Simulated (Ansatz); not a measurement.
SrTl at 6 GPa (stress–strain coefficients): relaxed-ion elastic tensor

The calculation used DFT LDA, scalar-relativistic, plane waves, PAW (Ansatz). Cutoff 420 eV, 12×12×12 k-points (Γ-centred), Fermi-Dirac smearing of 0.15 eV. No spin polarisation.

The cell, relaxed at 6 GPa:
```
CELL_PARAMETERS angstrom
3.78922 0.00000 0.00000
0.00000 3.78922 0.00000
0.00000 0.00000 3.78922
ATOMIC_POSITIONS crystal
Sr 0.00000 0.00000 0.00000
Tl 0.50000 0.50000 0.50000
```

In a metal, frequencies and elastic constants depend on the k mesh and the smearing, soft modes and shear constants most. Spin–orbit coupling is left out, which can shift energies with elements as heavy as these. Other phases may be more stable at this pressure.

Problem. Give the relaxed-ion elastic constants (GPa, Voigt order xx yy zz yz xz xy, on the axes of the cell above).

Solution.
C11 = 77.0, C12 = 53.5, C13 = 53.5, C22 = 77.0, C23 = 53.5, C33 = 77.0, C44 = 45.9, C55 = 45.9, C66 = 45.9 GPa; the others vanish.

Problem. Is the crystal stable against homogeneous strain?

Solution. Yes: the least eigenvalue of the tensor is 23.6 GPa.

Problem. And the moduli of a polycrystal (Hill averages)?

Solution. B = 61 GPa, G = 27 GPa, E = 70 GPa, ν = 0.31.

Cost: 1 run of about 1.6 core-minutes, on Arm Neoverse V1 (shared hosts).